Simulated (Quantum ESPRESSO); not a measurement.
## Kohn-Sham bands of MgH2 (rutile)

```
CELL_PARAMETERS angstrom
      4.47669     0.00000     0.00000
      0.00000     4.47669     0.00000
      0.00000     0.00000     2.99254
ATOMIC_POSITIONS crystal
  Mg 0.50000 0.50000 0.50000
  Mg 0.00000 0.00000 0.00000
  H  0.69557 0.69557 0.00000
  H  0.30443 0.30443 0.00000
  H  0.80443 0.19557 0.50000
  H  0.19557 0.80443 0.50000
```

Materials Project entry mp-23710; symmetrised, unrelaxed at this level. COD (Crystallography Open Database) has an entry of this formula and space group (matched by these alone). Method: LDA plane waves in Quantum ESPRESSO 7.5 (PseudoDojo norm-conserving files, 68 Ry, no spin polarisation, no spin-orbit coupling), Bloch states on a 8×8×10 mesh through Γ, Wannier90 4.0.1. Density: 8×8×10 mesh, cold smearing 0.01 Ry.

Question: List the Kohn-Sham levels between −8 and 6.4 eV relative to the valence-band maximum at the high-symmetry points, as a band run of pw.x on that density gives them (levels within 2 meV counted together).

Answer: 
```
point  k (reciprocal lattice)                                   levels (eV)
-----  ----------------------  --------------------------------------------
Γ           0.000 0.000 0.000          -6.73, -1.54 (×2), -0.49, 4.37, 4.86
X           0.000 0.500 0.000             -5.06 (×2), -0.54 (×2), 5.04 (×2)
M           0.500 0.500 0.000                        -3.95 (×2), -2.92 (×2)
Z           0.000 0.000 0.500             -3.19 (×2), -0.07 (×2), 6.08 (×2)
R           0.000 0.500 0.500             -2.39 (×2), -1.18 (×2), 4.96 (×2)
A           0.500 0.500 0.500  -1.96 (×2), -1.01 (×2), 3.55 (×2), 3.84 (×2)
```
